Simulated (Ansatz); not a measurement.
# ZnAs2I2 in Ansatz, settings compared

Launch command:

```bash
ansatz run input.yaml --threads 1 --pin off --max-ram 2560MiB --backend cpu --events-out ev --progress --plain --runs-dir out
```

Input:

```yaml
crystal:
  lattice:
    - [4.957839, 0.0, 0.0]
    - [-2.47892, 4.293617, 0.0]
    - [0.0, 0.0, 7.948992]
  atoms:
    - { symbol: I, position: [0.3333, 0.6667, 0.36944] }
    - { symbol: I, position: [0.6667, 0.3333, 0.63056] }
    - { symbol: As, position: [0.3333, 0.6667, 0.76793] }
    - { symbol: As, position: [0.6667, 0.3333, 0.23207] }
    - { symbol: Zn, position: [0.0, 0.0, 0.0] }
  symmetry: { tolerance: 0.0003 }
kpoints:
  mp_grid: { grid: [4, 4, 3], shift: [0, 0, 0] }
magnetization:
  spin_polarized: false
scf:
  occupations: { method: fermi_dirac }
hamiltonian:
  pseudopotentials: { kind: paw }
  xc: pbe
basis:
  ecutwfc: 420
output:
  forces: true
  stress: true
  eigenvalues: true
```

Origin of the cell: a known structure type with other elements, at an estimated volume, so it need not be a known compound.

The smearing width isn't typed, so it takes its default of 0.1 eV.

Output of this run (shortened):

```
Warning: the atoms were moved onto the symmetric positions of the space group found under crystal.symmetry.tolerance 3.0e-4 (fractional; no operation is sought that the atoms, as they stand i […]
Pseudopotentials: kind: paw
Pseudopotential: I, paw, valence charge 17, recommended cutoff 420 eV (normal), I.paw.azcp
Pseudopotential: As, paw, valence charge 15, recommended cutoff 420 eV (normal), As.paw.azcp
Pseudopotential: Zn, paw, valence charge 12, recommended cutoff 420 eV (normal), Zn.paw.azcp
Functional definition: PBE
  exchange = pbe_x(kappa = kappa, mu = beta*pi^2/3)
  correlation = pbe_c(beta = beta)
Crystal: 5 atoms, lattice volume = 169.211 Å³
Basis set: ecut = 420 eV, 3321 PW (Γ), exchange–correlation on 72×72×108 points (8 copies of the dense FFT grid, shifted against one another)
Bands: 46, of which v1, the nominal top of the filled ones, is band 38 counted from 1 (37 counted from 0)
Symmetry: 12 space group operations
[… 8 lines left out …]
Initial density: superposition of atomic densities (neutral atoms: chi_scale 0, normalization atom), corrected by the library's trained network
Functional: x = pbe(κ = 0.804, μ = 0.219515), c = pbe(β = 0.066725)
SCF iter   1: F=—  HF=-28053.180615 eV  Δρ=2.83e-3  dr2=1.04e-2
SCF iter   2: F=—  HF=-28053.180988 eV  Δρ=1.85e-3  dr2=4.73e-3
SCF iter   3: F=—  HF=-28053.179853 eV  Δρ=1.43e-3  dr2=2.21e-3
SCF iter   4: F=—  HF=-28053.178981 eV  Δρ=4.62e-4  dr2=2.89e-4
SCF iter   5: F=—  HF=-28053.178904 eV  Δρ=1.51e-4  dr2=5.07e-5
SCF iter   6: F=—  HF=-28053.178889 eV  Δρ=4.05e-5  dr2=6.13e-6
SCF iter   7: F=—  HF=-28053.178888 eV  Δρ=1.12e-5  dr2=4.16e-7
SCF iter   8: F=-28053.178888 eV  HF=-28053.178888 eV  Δρ=3.55e-6  dr2=2.95e-8
SCF 1 converged in 8 iterations: F = -28053.178888 eV  dr2 = 2.95e-8
SCF converged after 8 iterations
Free energy (F): -28053.178888 eV
Harris-Foulkes:  -28053.178888 eV  (|F-HF|=3.42e-9)
Internal energy: -28052.987081 eV  (E = F + TS)
E sigma→0 (E₀):  -28053.082985 eV
Entropy (-TS):   -0.191807 eV (-38.361 meV/atom)
Fermi energy:    6.192116 eV
--- Per-component energies (eV) ---
  E_band       = -1385.307761
  E_kinetic    = 704.750783
  E_local      = -10015.636813  (includes V_loc(G=0)·N_el)
  E_nonlocal   = -913.381111
  E_hartree    = 5025.987253
  E_xc         = -545.420790
  E_vxc        = -458.508201  (∫ρ·V_xc dr)
  E_paw        = -15123.722421  (= ΣΔE_a)
  E_vpaw       = -754.506404  (= ΣTr[D̂ρ^β])
  E_aug_tail   = -0.000360  (compensation charges beyond the density's cutoff)
  E_ewald      = -7185.563623
  E_smearing   = -0.191807  (= −TS)
  Σ components = -28053.178888   (vs F -28053.178888, Δ=0.00e0)
--- Forces (eV/Å), atoms counted from 1 ---
  atom   1  I     -0.000000     0.000000    -1.029532
  atom   2  I      0.000000    -0.000000     1.029532
  atom   3  As    -0.000000     0.000000     0.445813
  atom   4  As     0.000000    -0.000000    -0.445813
  atom   5  Zn     0.000000     0.000000     0.000000
  max |Σ_I F_I| component: 5.55e-17 eV/Å
--- Stress (GPa, compression-positive) ---
       -1.812013       0.000000      -0.000000
        0.000000      -1.812013       0.000000
       -0.000000       0.000000      -1.496433
  P = ⅓ Tr σ = -1.7068 GPa (-17.068 kbar)
```

The same input was run again with these changes:

1. `accuracy` default → low; `kpoints.mp_grid.grid` [4, 4, 3] → [2, 2, 2]
2. `scf.mixing.algorithm` default → msr1; `scf.mixing.beta` default → 0.3; `scf.mixing.ndim` default → 4; `scf.mixing.preconditioner` default → local_kerker; typed moments: none
3. `scf.convergence.dr2_threshold` default → 0.0001; `scf.occupations.width` default → 0.05
4. `hamiltonian.xc` pbe → rpbe

| run | end | SCF iterations | P (GPa) | max force component (eV/Å) | moment (μB) | ΔE(σ→0) (meV/atom) |
| --- | --- | --- | --- | --- | --- | --- |
| base | converged | 8 | -1.71 | 1.030 | – | 0 |
| 1 | converged | 8 | -3.34 | 1.508 | – | -75.51 |
| 2 | converged | 8 | -1.71 | 1.030 | – | 0.00 |
| 3 | converged | 6 | -1.81 | 1.074 | – | 1.17 |
| 4 | converged | 9 | -0.49 | 1.060 | – | – |

Energies are compared only where functional, datasets, charge and starting cell are the same.

Not properties of the system: run 1 (too coarse or loose: `accuracy` = low, `kpoints.mp_grid.grid` = [2, 2, 2]), run 3 (too coarse or loose: `scf.convergence.dr2_threshold` = 0.0001).

Caveats of the base run: no spin-orbit coupling, though heavy elements are present; the k mesh is coarse if the cell is a metal.

Run 3: the SCF threshold is loose for forces; the printed levels are not confirmed.
Run 4: forces of this functional can be a tenth off on datasets made under PBE.

The base run ran for 2.5 s of wall time on 1 CPU thread(s) of a shared host, from the program's own first density.
